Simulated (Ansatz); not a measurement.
SiC2 in space group P4_2/mmc (No. 131; Si on 2e, C on 4i) at seven volumes, DFT-PBEsol in the program Ansatz with PAW potentials, shape and atoms relaxed at each. One row is withheld.

```tsv
V (Å³/atom)	P (GPa)
10.380	17.98
10.722	11.23
11.064	5.12
11.407	0.00
11.749	?
12.091	-8.60
12.433	-11.84
```

### Question
Fit the shown pressures and predict the withheld one.

### Answer
Third-order Birch–Murnaghan: P = (3/2)B₀(x^(7/2) − x^(5/2))[1 + (3/4)(B′ − 4)(x − 1)] with x = (V₀/V)^(2/3). Least squares on the six rows gives V₀ = 11.404 Å³/atom, B₀ = 161.5 GPa, B′ = 3.64. At V = 11.749, x = 0.9803 and P = -4.56 GPa. The run itself gave -4.60 GPa.

The start of the workflow was typed in or built on a structure type; neither database checked (COD, Materials Project) lists it. Its standing as an ambient phase is unchecked. The cell was relaxed with PBEsol under the symmetry of its start; its stability against distortions is not shown here. Its formation energy is positive at this level, so the cell may be metastable or incomplete.

Potentials: the later of the program's two PAW sets.
